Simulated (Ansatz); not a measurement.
Input for Ansatz (plane-wave DFT, PAW):

```yaml
crystal:
  lattice:
    - [7.6671877214, 0.0, 0.0]
    - [0.0, 5.4215204304, 0.0]
    - [0.0, 0.0, 25.449591443]
  atoms:
    - { symbol: Si, position: [0.25, 0.0, 0.3664655566] }
    - { symbol: Si, position: [0.75, 0.0, 0.3664655566] }
    - { symbol: Si, position: [0.5, 0.25, 0.3664655566] }
    - { symbol: Si, position: [0.0, 0.25, 0.3664655566] }
    - { symbol: Si, position: [0.5, 0.5, 0.4417829517] }
    - { symbol: Si, position: [0.0, 0.5, 0.4417829517] }
    - { symbol: Si, position: [0.75, 0.75, 0.4417829517] }
    - { symbol: Si, position: [0.25, 0.75, 0.4417829517] }
    - { symbol: Si, position: [0.7509718687, -0.0197149159, 0.5198048077] }
    - { symbol: Si, position: [0.2576934598, 0.01591857, 0.5149264294] }
    - { symbol: Si, position: [-0.0038793834, 0.2346459367, 0.5161569979] }
    - { symbol: Si, position: [0.5095595164, 0.2551019125, 0.5174731972] }
    - { symbol: Si, position: [-0.0302948394, 0.5678293999, 0.5728960623] }
    - { symbol: Si, position: [0.4998043568, 0.5019931366, 0.5930722953] }
    - { symbol: Si, position: [0.2436745014, 0.7348831204, 0.5826741585], spin: -0.2 }
    - { symbol: Si, position: [0.7344585688, 0.786029784, 0.6046680768] }
    - { symbol: F, position: [0.2480250685, 0.8335313386, 0.3135977123] }
    - { symbol: F, position: [0.751469578, 0.8276993536, 0.3144886277] }
    - { symbol: F, position: [0.498690316, 0.4237327492, 0.3147130632] }
    - { symbol: F, position: [0.0019285267, 0.4229594102, 0.3146274082] }
    - { symbol: C, position: [0.4716565054, 0.3099559215, 0.6547997579] }
    - { symbol: H, position: [0.3617384687, 0.1808716578, 0.6503862104] }
    - { symbol: H, position: [0.5903938973, 0.2021828653, 0.6625204006] }
    - { symbol: H, position: [0.4461075051, 0.430922965, 0.6885578781] }
basis:
  ecutwfc: 420
kpoints:
  mp_grid: { grid: [2, 3, 1] }
hamiltonian:
  xc: pbe
  dispersion: d3bj
scf:
  occupations: { method: gaussian, width: 0.05 }
output:
  forces: true
  eigenvalues: true
  populations: true
  write_density: true
  volumetric_format: npy
magnetization:
  spin_polarized: true
efield:
  axis: 3
  dipole_correction: true
  ramp_width: 0.04
```

Run as
```bash
ansatz run input.yaml --threads 4 --pin off --max-ram 10240MiB --backend cpu --events-out ev --progress --plain --runs-dir out
```

These are results of DFT PBE+D3(BJ), scalar-relativistic, plane waves, PAW (Ansatz 0.2.0), not measurements.

Abridged output (iterations and final results):

```
SCF iter   1: F=—  HF=-13715.882725 eV  |F-HF|=—  |Δ(HF+E_count)|=         —  Δρ=2.29e-2 (↑2.29e-2 ↓2.29e-2) dr2=2.36e1  dr2_m=1.72e-3  M=-0.251 μB ∫|m|=0.260 μB  β_m=0.30  ethr=3.10e-3  p= 0.000 e·Å  D=-4.44e-7 V/Å  ΔV_dip=0.00 eV  dr2_dipole=3.54e-1  V_vac-E_F(+/−)=6.27/6.27 eV  ⟨swp⟩=9.0  Hψ=3510  notcnv=0  defer=51
efield: sawtooth ramp at fractional position 0.9811 (placed from the atoms, in the widest stretch of the axis that holds none; the zero of the levels goes with the place), width 0.0400; the density the first Hamiltonian is built on has a dipole p =  0.000 e·Å; the dipole correction subtracts the counter field D = -4.44e-7 V/Å, which shifts the + side's vacuum level by +0.00 eV against the − side's; the planar-averaged density in the ramp window peaks in size at 7.4e-7 e/Å³
spin=Collinear: Resta preconditioning applied to the charge; magnetization (m = ρ↑ − ρ↓) channel mixes plain (no charge-response kernel on spin).
SCF iter   2: F=—  HF=-13710.825514 eV  |F-HF|=—  |Δ(HF+E_count)|=    5.06e0  Δρ=1.23e-2 (↑1.23e-2 ↓1.23e-2) dr2=6.45e0  dr2_m=2.04e-3  M=-0.342 μB ∫|m|=0.350 μB  β_m=0.30  ethr=3.10e-3  p=0.294 e·Å  D=5.03e-2 V/Å  ΔV_dip=-1.28 eV  dr2_dipole=8.71e-3  V_vac-E_F(+/−)=5.72/7.00 eV  ⟨swp⟩=3.0  Hψ=1178  notcnv=0  defer=141  κ⁻¹=1.0e0(r=1)
SCF iter   3: F=—  HF=-13709.521107 eV  |F-HF|=—  |Δ(HF+E_count)|=    1.30e0  Δρ=6.93e-3 (↑6.93e-3 ↓6.91e-3) dr2=1.67e0  dr2_m=1.46e-3  M=-0.349 μB ∫|m|=0.362 μB  β_m=1.00  ethr=3.10e-3  p=0.255 e·Å  D=4.36e-2 V/Å  ΔV_dip=-1.11 eV  dr2_dipole=7.72e-2  V_vac-E_F(+/−)=5.36/6.47 eV  ⟨swp⟩=2.4  Hψ=1125  notcnv=0  defer=132  κ⁻¹=1.9e-1(r=2)
SCF iter   4: F=—  HF=-13709.280711 eV  |F-HF|=—  |Δ(HF+E_count)|=   2.40e-1  Δρ=4.21e-3 (↑4.04e-3 ↓4.21e-3) dr2=6.28e-1  dr2_m=4.19e-3  M=-0.633 μB ∫|m|=0.648 μB  β_m=1.00  ethr=1.69e-3  p=0.407 e·Å  D=6.96e-2 V/Å  ΔV_dip=-1.77 eV  dr2_dipole=2.78e-2  V_vac-E_F(+/−)=4.91/6.68 eV  ⟨swp⟩=1.9  Hψ=620  notcnv=0  defer=132  κ⁻¹=5.0e-2(r=3)
SCF iter   5: F=—  HF=-13709.220791 eV  |F-HF|=—  |Δ(HF+E_count)|=   5.99e-2  Δρ=1.19e-3 (↑1.14e-3 ↓1.19e-3) dr2=6.88e-2  dr2_m=2.93e-3  M=-0.798 μB ∫|m|=0.831 μB  β_m=1.00  ethr=6.35e-4  p=0.385 e·Å  D=6.58e-2 V/Å  ΔV_dip=-1.68 eV  dr2_dipole=1.35e-2  V_vac-E_F(+/−)=4.66/6.34 eV  ⟨swp⟩=2.8  Hψ=911  notcnv=0  defer=132  κ⁻¹=3.8e-3(r=4)
SCF iter   6: F=—  HF=-13709.240149 eV  |F-HF|=—  |Δ(HF+E_count)|=   1.94e-2  Δρ=8.14e-4 (↑5.75e-4 ↓8.14e-4) dr2=1.88e-2  dr2_m=2.42e-3  M=-0.957 μB ∫|m|=1.008 μB  β_m=1.00  ethr=6.95e-5  p=0.446 e·Å  D=7.63e-2 V/Å  ΔV_dip=-1.94 eV  dr2_dipole=3.27e-3  V_vac-E_F(+/−)=4.52/6.46 eV  ⟨swp⟩=2.5  Hψ=922  notcnv=0  defer=132  κ⁻¹=5.9e-4(r=5)
SCF iter   7: F=—  HF=-13709.249834 eV  |F-HF|=—  |Δ(HF+E_count)|=   9.68e-3  Δρ=4.25e-4 (↑3.43e-4 ↓4.25e-4) dr2=5.46e-3  dr2_m=5.53e-4  M=-0.997 μB ∫|m|=1.064 μB  β_m=1.00  ethr=1.90e-5  p=0.430 e·Å  D=7.36e-2 V/Å  ΔV_dip=-1.87 eV  dr2_dipole=9.14e-4  V_vac-E_F(+/−)=4.51/6.38 eV  ⟨swp⟩=2.4  Hψ=835  notcnv=0  defer=132  κ⁻¹=1.4e-4(r=6)
SCF iter   8: F=—  HF=-13709.253256 eV  |F-HF|=—  |Δ(HF+E_count)|=   3.42e-3  Δρ=1.57e-4 (↑1.43e-4 ↓1.57e-4) dr2=7.26e-4  dr2_m=5.38e-5  M=-0.997 μB ∫|m|=1.075 μB  β_m=1.20  ethr=5.51e-6  p=0.446 e·Å  D=7.63e-2 V/Å  ΔV_dip=-1.94 eV  dr2_dipole=4.68e-5  V_vac-E_F(+/−)=4.44/6.38 eV  ⟨swp⟩=2.0  Hψ=800  notcnv=0  defer=132
Mixer restart at iter 8: flushing history
spin-set hold released at iteration 8 (site moments contracting): the magnetisation degrees of freedom join the quasi-Newton model from the next iteration; the mixer history was flushed
SCF iter   9: F=—  HF=-13709.253424 eV  |F-HF|=—  |Δ(HF+E_count)|=   1.68e-4  Δρ=9.86e-5 (↑9.55e-5 ↓9.86e-5) dr2=3.95e-4  dr2_m=3.73e-6  M=-0.998 μB ∫|m|=1.081 μB  β_m=1.20  ethr=7.33e-7  p=0.443 e·Å  D=7.58e-2 V/Å  ΔV_dip=-1.93 eV  dr2_dipole=4.45e-5  V_vac-E_F(+/−)=4.44/6.37 eV  ⟨swp⟩=2.0  Hψ=818  notcnv=0  defer=132  κ⁻¹=1.0e0(r=1)
density mixer auto → broyden: gapped, with many states about μ (density of states about μ 0.33 of a free-electron gas's, 112 screened modes)
SCF iter  10: F=—  HF=-13709.253413 eV  |F-HF|=—  |Δ(HF+E_count)|=   1.09e-5  Δρ=7.84e-5 (↑7.57e-5 ↓7.84e-5) dr2=1.98e-4  dr2_m=4.75e-7  M=-0.998 μB ∫|m|=1.081 μB  β_m=1.20  ethr=3.99e-7  p=0.445 e·Å  D=7.62e-2 V/Å  ΔV_dip=-1.94 eV  dr2_dipole=6.92e-7  V_vac-E_F(+/−)=4.44/6.38 eV  ⟨swp⟩=2.0  Hψ=498  notcnv=0  defer=132  κ⁻¹=6.2e-2(r=2)
SCF iter  11: F=—  HF=-13709.253439 eV  |F-HF|=—  |Δ(HF+E_count)|=   2.55e-5  Δρ=3.45e-5 (↑3.45e-5 ↓2.96e-5) dr2=3.95e-5  dr2_m=1.35e-6  M=-0.998 μB ∫|m|=1.081 μB  β_m=1.20  ethr=2.00e-7  p=0.446 e·Å  D=7.62e-2 V/Å  ΔV_dip=-1.94 eV  dr2_dipole=4.52e-7  V_vac-E_F(+/−)=4.43/6.37 eV  ⟨swp⟩=2.0  Hψ=748  notcnv=0  defer=132  κ⁻¹=1.1e-2(r=3)
SCF iter  12: F=—  HF=-13709.253508 eV  |F-HF|=—  |Δ(HF+E_count)|=   6.90e-5  Δρ=8.53e-6 (↑8.20e-6 ↓8.53e-6) dr2=4.09e-6  dr2_m=4.31e-8  M=-0.998 μB ∫|m|=1.080 μB  β_m=1.20  ethr=3.99e-8  p=0.445 e·Å  D=7.62e-2 V/Å  ΔV_dip=-1.94 eV  dr2_dipole=6.53e-9  V_vac-E_F(+/−)=4.43/6.37 eV  ⟨swp⟩=2.0  Hψ=878  notcnv=0  defer=132  κ⁻¹=1.6e-3(r=4)
SCF iter  13: F=—  HF=-13709.253512 eV  |F-HF|=—  |Δ(HF+E_count)|=   4.79e-6  Δρ=4.77e-6 (↑4.55e-6 ↓4.77e-6) dr2=1.01e-6  dr2_m=7.19e-9  M=-0.998 μB ∫|m|=1.080 μB  β_m=1.20  ethr=4.13e-9  p=0.446 e·Å  D=7.62e-2 V/Å  ΔV_dip=-1.94 eV  dr2_dipole=2.65e-9  V_vac-E_F(+/−)=4.43/6.37 eV  ⟨swp⟩=2.0  Hψ=801  notcnv=0  defer=132  κ⁻¹=3.6e-4(r=5)
SCF iter  14: F=—  HF=-13709.253512 eV  |F-HF|=—  |Δ(HF+E_count)|=   1.17e-7  Δρ=2.34e-6 (↑2.34e-6 ↓1.90e-6) dr2=1.89e-7  dr2_m=5.21e-9  M=-0.998 μB ∫|m|=1.080 μB  β_m=1.20  ethr=1.02e-9  p=0.446 e·Å  D=7.62e-2 V/Å  ΔV_dip=-1.94 eV  dr2_dipole=4.13e-9  V_vac-E_F(+/−)=4.43/6.37 eV  ⟨swp⟩=2.0  Hψ=810  notcnv=0  defer=132  κ⁻¹=1.2e-4(r=6)
SCF iter  15: F=—  HF=-13709.253513 eV  |F-HF|=—  |Δ(HF+E_count)|=   5.74e-8  Δρ=8.01e-7 (↑7.90e-7 ↓8.01e-7) dr2=2.79e-8  dr2_m=4.99e-10  M=-0.998 μB ∫|m|=1.080 μB  β_m=1.20  ethr=1.01e-10  p=0.446 e·Å  D=7.62e-2 V/Å  ΔV_dip=-1.94 eV  dr2_dipole=1.19e-11  V_vac-E_F(+/−)=4.43/6.37 eV  ⟨swp⟩=21.0  Hψ=4331  notcnv=0  κ⁻¹=2.4e-5(r=7)
SCF iter  16: F=-13709.253513 eV  HF=-13709.253513 eV  |F-HF|=1.45e-9  |Δ(HF+E_count)|=   8.47e-9  Δρ=3.10e-7 (↑3.05e-7 ↓3.10e-7) dr2=4.09e-9  dr2_m=5.81e-11  M=-0.998 μB ∫|m|=1.080 μB  ethr=2.81e-11  p=0.446 e·Å  D=7.62e-2 V/Å  ΔV_dip=-1.94 eV  dr2_dipole=4.62e-11  V_vac-E_F(+/−)=4.43/6.37 eV  ⟨swp⟩=4.6  Hψ=1593  notcnv=0
SCF 1 converged in 16 iterations: F = -13709.253513 eV  dr2 = 4.09e-9
this state was not tested for a lower state beside it, because the mixer in use, unlike msr1, does not test its closes by its own steps (another_mixer; see scf.mixing.algorithm and scf.lower_state_search)
SCF converged after 16 iterations
Magnetization: -0.9978 μB (49.0011 up, 49.9989 down)
Absolute magnetization: 1.0831 μB (∫|ρ↑−ρ↓|, with the PAW one-centre terms)
Spin contamination: 0.0078 ħ² per cell (⟨S²⟩ above its minimum at these occupations)
Per-site moments (μB) at R_I (Å): [(-0.00342004, 0.66833091), (-5.29472346e-5, 0.66800884), (-0.00058536, 0.66794023), (-5.61380943e-5, 0.66768342), (-0.00187274, 0.96553108), (-0.00309367, 0.96837972), (-0.00578066, 0.96753016), (-0.02055503, 0.96837972), (-0.02502831, 0.96239205), (-0.00097088, 0.95015957), (-0.01250330, 0.95759143), (-0.02809913, 0.95988427), (-0.02029141, 0.94916275), (-0.00826213, 0.78248801), (-0.18514896, 0.94916275), (-0.01133546, 0.95022906), (-0.00516903, 0.66833091), (-6.99632576e-5, 0.66800884), (-0.00046397, 0.66794023), (-0.00015484, 0.66768342), (-0.00220815, 0.45310910), (-0.00063158, 0.45424300), (0.00026540, 0.45352525), (-0.00040781, 0.45310910)]
Free energy (F): -13709.253513 eV
Harris-Foulkes:  -13709.253513 eV  (|F-HF|=1.45e-9)
Internal energy: -13709.253266 eV  (E = F + TS)
E sigma→0 (E₀):  -13709.253389 eV
Entropy (-TS):   -0.000247 eV (-0.010 meV/atom)
Fermi energy:    -1.352853 eV
Dipole field:    D = 0.076217 V/Å  (p = 0.445584 e·Å, saw-weighted, corrected)
Work function:   Φ+ = 4.4336 eV   Φ− = 6.3733 eV
Levels:          The Fermi level and band energies are counted from a zero that moves with the ramp; work functions are not
--- Per-component energies (eV) ---
  E_band       = -814.901776
  E_kinetic    = 1606.647692
  E_local      = -36743.410964  (includes V_loc(G=0)·N_el)
  E_nonlocal   = 739.680941
  E_hartree    = 17565.589648
  E_xc         = -1274.983505
  E_vxc        = -1247.777983  (∫ρ·V_xc dr)
  E_paw        = -9106.887235  (= ΣΔE_a)
  E_vpaw       = -312.053542  (= ΣTr[D̂ρ^β])
  E_aug_tail   = 0.004304  (compensation charges beyond the density's cutoff)
  E_efield     = 0.016981  (sawtooth field / dipole correction)
  E_vefield    = 10.829127  (∫n·V_field dr)
  E_ewald      = 13508.510754
  E_disp       = -4.421881  (pairwise vdW)
  E_smearing   = -0.000247  (= −TS)
--- Forces (eV/Å), atoms counted from 1 ---
  atom   1  Si     0.01350734     0.10099808    -0.16854963
  atom   2  Si    -0.00801070     0.19579297    -0.04155529
  atom   3  Si    -0.00489747    -0.16121684    -0.03625522
  atom   4  Si     0.01586101    -0.16911983    -0.07838962
  atom   5  Si     0.17848957     0.01149078     0.04429144
  atom   6  Si    -0.13207736     0.03295811     0.13115297
  atom   7  Si    -0.06939090    -0.01400003     0.06881288
  atom   8  Si     0.00732505     0.00418362     0.06489301
  atom   9  Si    -0.00323770     0.00186930    -0.00238036
  atom  10  Si     0.00202400     0.00407519     0.00016594
  atom  11  Si    -0.00381011     0.00523353    -0.00110539
  atom  12  Si     0.00255539     0.00997517    -0.00292799
  atom  13  Si     0.00189690    -0.00359223     0.00114466
  atom  14  Si     0.00295423    -0.01457254     0.02222404
  atom  15  Si    -0.00092027    -0.00126834     0.00326184
  atom  16  Si    -0.00213351    -0.00418356    -0.00335547
  atom  17  F      0.00360839    -0.00323259     0.00878346
  atom  18  F     -0.00340725     0.00256571     0.00568231
  atom  19  F     -0.00219545    -0.00473491     0.00136733
  atom  20  F      0.00178293    -0.00613356    -0.00058900
  atom  21  C     -0.00792710    -0.03228680    -0.00903309
  atom  22  H      0.03591047     0.02833163     0.00738521
  atom  23  H     -0.02676795     0.01865611    -0.01109946
  atom  24  H     -0.00113969    -0.00179780    -0.00392845
--- Band table (eV; the first three rows and the last of 8) ---
  k-point 0 ↑: bands = ["-25.8918", "-25.8193", "-25.7889", "-25.7358", "-14.2881", "-12.9957", "-11.7931", "-11.0090", "-10.9331", "-10.3911", "-9.9567", "-9.9075", "-9.4613", "-9.0900", "-8.7261", "-8.6819", "-8.3693", "-7.5647", "-7.5230", "-7.4300", "-7.2357", "-7.2121", "-7.1115", "-6.9443", "-6.7975", "-6.7884", "-6.7239", "-6.6065", "-6.5688", "-6.1945", "-6.1330", "-5.8502", "-5.8456", "-5.1906", "-4.8565", "-4.7883", "-4.7227", "-4.5573", "-4.0330", "-3.9321", "-3.8006", "-3.5842", "-3.3598", "-3.2349", "-2.9421", "-2.7610", "-2.0400", "-1.8477", "-1.4656", "-1.1390", "-0.8387", "-0.3831", "0.0107", "0.2699", "0.4350", "0.5660", "0.8157", "1.0291", "1.4032", "1.4844", "1.6340", "1.6 ...
  k-point 1 ↑: bands = ["-25.8671", "-25.8188", "-25.7921", "-25.7581", "-14.2549", "-12.5412", "-11.4788", "-11.2087", "-10.8231", "-10.7482", "-10.6701", "-9.8407", "-9.8130", "-8.8716", "-8.7834", "-8.7460", "-8.2479", "-8.0069", "-7.8558", "-7.3758", "-7.3295", "-7.3103", "-7.0478", "-6.8816", "-6.8685", "-6.6619", "-6.6552", "-6.6062", "-6.5224", "-6.3557", "-6.1979", "-6.0982", "-6.0844", "-5.5510", "-4.7311", "-4.3664", "-4.2568", "-4.0006", "-3.9545", "-3.5953", "-3.5236", "-3.3341", "-3.1194", "-2.9613", "-2.8384", "-2.7081", "-2.4609", "-1.9707", "-1.8272", "-1.0033", "-0.5703", "0.0539", "0.4399", "0.6677", "0.8021", "0.9089", "0.9805", "1.1014", "1.3050", "1.4336", "1.7416", "2.0 ...
  k-point 2 ↑: bands = ["-25.8745", "-25.8534", "-25.7667", "-25.7414", "-14.2819", "-12.5706", "-12.3627", "-11.3687", "-11.1818", "-9.9720", "-9.8669", "-9.4155", "-9.3804", "-8.9603", "-8.9034", "-8.6895", "-8.6749", "-7.4337", "-7.3865", "-7.3597", "-7.2793", "-7.0415", "-7.0092", "-6.9882", "-6.9560", "-6.8909", "-6.8190", "-6.3726", "-6.3004", "-6.2959", "-6.2730", "-5.5465", "-5.4034", "-5.3211", "-4.9459", "-4.4745", "-4.4117", "-4.3134", "-4.2974", "-4.2193", "-4.1423", "-3.8469", "-3.8319", "-3.6813", "-3.0681", "-3.0013", "-2.9642", "-2.7352", "-2.1054", "-1.2668", "-0.2089", "-0.0566", "0.1202", "0.4295", "0.6780", "1.4539", "1.5497", "1.7312", "1.8109", "1.9764", "2.1660", "2.42 ...
  k-point 3 ↓: bands = ["-25.8576", "-25.8385", "-25.7854", "-25.7664", "-14.2650", "-12.1723", "-11.9766", "-11.1146", "-10.9716", "-10.8680", "-10.7698", "-10.3445", "-10.2427", "-8.9414", "-8.9212", "-7.9280", "-7.8698", "-7.6946", "-7.5504", "-7.2627", "-7.2521", "-7.0705", "-7.0536", "-7.0086", "-6.8628", "-6.6605", "-6.6501", "-6.4977", "-6.3750", "-6.2724", "-6.2440", "-6.0628", "-5.9699", "-5.2474", "-5.1835", "-4.8211", "-4.7820", "-4.6802", "-4.5158", "-4.1724", "-3.8658", "-3.7126", "-3.2931", "-3.2067", "-3.1300", "-2.9922", "-2.6972", "-2.4952", "-1.8438", "-1.5203", "-0.6571", "0.6600", "0.7329", "1.0366", "1.2122", "1.2763", "1.4898", "1.6911", "1.7582", "2.0474", "2.2462", "2 ...
--- Löwdin populations: 24 sites ---
  site symbol q [e]    m [muB]
     0     Si      3.3826    -0.0258
     1     Si      3.3776    -0.0007
     2     Si      3.3764    -0.0042
     3     Si      3.3726    -0.0005
     4     Si      4.0144    -0.0033
     5     Si      4.0051    -0.0092
     6     Si      4.0254    -0.0107
     7     Si      3.9954    -0.0400
     8     Si      3.9450    -0.0520
     9     Si      3.9441     0.0163
    10     Si      3.9655    -0.0255
    11     Si      3.9744    -0.0606
    12     Si      3.8072    -0.0445
    13     Si      3.6391    -0.0201
    14     Si      3.9925    -0.6486
    15     Si      4.1425    -0.0268
    16      F      7.4365    -0.0060
    17      F      7.4360    -0.0001
    18      F      7.4361    -0.0006
    19      F      7.4341    -0.0002
    20      C      4.7191    -0.0083
    21      H      0.8023    -0.0004
    22      H      0.7936     0.0006
    23      H      0.7853    -0.0019
  spilling = 0.012092 (of n_electrons = 99.000000)
```

The calculation finished and met its thresholds.

The run took 28 s on 4 threads of Arm Neoverse V2, on a shared host, peak memory 2.1 GiB.